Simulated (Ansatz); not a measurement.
Ge₃Rh₅:
```yaml
crystal:
  lattice:
    - [5.48236, 0.00000, 0.00000]
    - [0.00000, 10.48495, 0.00000]
    - [0.00000, 0.00000, 3.94571]
  atoms:
    - { symbol: Ge, position: [0.90760, 0.84445, 0.50000] }
    - { symbol: Ge, position: [0.09240, 0.15555, 0.50000] }
    - { symbol: Ge, position: [0.40760, 0.65555, 0.50000] }
    - { symbol: Ge, position: [0.59240, 0.34445, 0.50000] }
    - { symbol: Ge, position: [0.50000, 0.00000, 0.00000] }
    - { symbol: Ge, position: [0.00000, 0.50000, 0.00000] }
    - { symbol: Rh, position: [0.34051, 0.21452, 0.00000] }
    - { symbol: Rh, position: [0.65949, 0.78548, 0.00000] }
    - { symbol: Rh, position: [0.84051, 0.28548, 0.00000] }
    - { symbol: Rh, position: [0.15949, 0.71452, 0.00000] }
    - { symbol: Rh, position: [0.83554, 0.60824, 0.50000] }
    - { symbol: Rh, position: [0.16446, 0.39176, 0.50000] }
    - { symbol: Rh, position: [0.33554, 0.89176, 0.50000] }
    - { symbol: Rh, position: [0.66446, 0.10824, 0.50000] }
    - { symbol: Rh, position: [0.00000, 0.00000, 0.00000] }
    - { symbol: Rh, position: [0.50000, 0.50000, 0.00000] }
```

Relaxed with r²SCAN. Special points in fractions of this cell's reciprocal vectors: Γ (0.000, 0.000, 0.000); X (0.500, 0.000, 0.000); S (0.500, 0.500, 0.000); Y (0.000, 0.500, 0.000); Z (0.000, 0.000, 0.500); U (0.500, 0.000, 0.500); R (0.500, 0.500, 0.500); T (0.000, 0.500, 0.500).

List the band energies nearest the Fermi level at these points for the program Ansatz at the r²SCAN level (PAW).

In eV from the Fermi level; about four levels below and three above (degenerate sets whole), none deeper than 8.9 eV; points with the same levels are listed once.

```tsv
k	below	above
Γ	-0.42 -0.35 -0.35 -0.22	0.12 0.15 1.12
X	-0.97 -0.97 -0.54 -0.54	0.03 0.03 0.08 0.08
S	-0.67 -0.67 -0.05 -0.05	0.25 0.25 0.81 0.81
Y	-0.45 -0.45 -0.27 -0.27	0.92 0.92 0.94 0.94
Z	-0.84 -0.50 -0.13 -0.11	0.01 1.11 1.28
U	-1.00 -1.00 -0.20 -0.20	0.66 0.66 0.96 0.96
R	-0.96 -0.96 -0.05 -0.05	0.77 0.77 0.88 0.88
T	-1.08 -1.08 -0.45 -0.45	0.52 0.52 0.67 0.67
```

Space group Pbam. The workflow started from a Materials Project entry (that database holds measured and hypothetical structures alike); the Crystallography Open Database copy checked does not list it. Whether it is the stable phase at ambient conditions was not checked. The cell was relaxed with r²SCAN under the symmetry of its start; whether a distortion lowers the energy is not shown. No spin polarisation was allowed. Scalar-relativistic: spin–orbit coupling is off unless named, which matters more the heavier the elements.

Potentials: the later of the program's two PAW sets.
